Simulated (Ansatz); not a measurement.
Cd₃AsI₃ in space group Pm (No. 6; Pearson symbol mP7), plane-wave PAW LDA (Ansatz code), all energies at zero smearing, with the estimated change up to a 700 eV cutoff added, with one set of potentials and settings (totals compare only within such a set). Cell of 7 atoms (3 Cd, 1 As, 3 I): -51197.368 eV.

| element | reference phase | E (eV/atom) |
|---|---|---|
| Cd | P6_3/mmc, 2 atoms in the cell | -8117.8923 |
| As | R-3m, 2 atoms in the cell | -4773.6736 |
| I | Cmce, 4 atoms in the cell | -7355.8618 |

Formation energy per atom, worked out: (-51197.368 − 3×(-8117.8923) − 1×(-4773.6736) − 3×(-7355.8618))/7 = -0.347 eV/atom (-34 kJ per mol of atoms), at 0 K, without zero-point energy or fitted corrections.

The first step of the workflow began from a Materials Project structure, measured or hypothetical; the Crystallography Open Database copy checked does not list it. Whether it is the stable phase at ambient conditions was not checked. The cell was relaxed with LDA under the symmetry of its start; whether a distortion lowers the energy is not shown. The references are the lowest solids computed at this level, not always the standard phases. Spin–orbit coupling is left out wherever it is not named.

Potentials: the later of the program's two PAW sets.
